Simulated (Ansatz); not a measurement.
Be2C:
```xyz
3
Lattice="0.0000 2.1642 2.1642 2.1642 0.0000 2.1642 2.1642 2.1642 0.0000" Properties=species:S:1:pos:R:3 pbc="T T T"
Be     1.0821     1.0821     1.0821
Be     3.2463     3.2463     3.2463
C      0.0000     0.0000     0.0000
```

x, y and z are the axes in which the lattice vectors are written.

### Question
Give the high-frequency dielectric tensor and the Born effective charge tensors of the independent atoms from DFPT, plane-wave PAW PBE (Ansatz code).

### Answer

ε∞:
```
6.98  0.00  0.00
0.00  6.98  0.00
0.00  0.00  6.98
```
Z* of atom 1 (Be), rows: field, columns: displacement, in e:
```
1.54  0.00  0.00
0.00  1.54  0.00
0.00  0.00  1.54
```
Z* of atom 3 (C), rows: field, columns: displacement, in e:
```
-3.08   0.00   0.00
 0.00  -3.08   0.00
 0.00   0.00  -3.08
```

Space group Fm-3m (fluorite or antifluorite type). The PBE relaxation kept the symmetry of its start.

Potentials: the later of the program's two PAW sets.
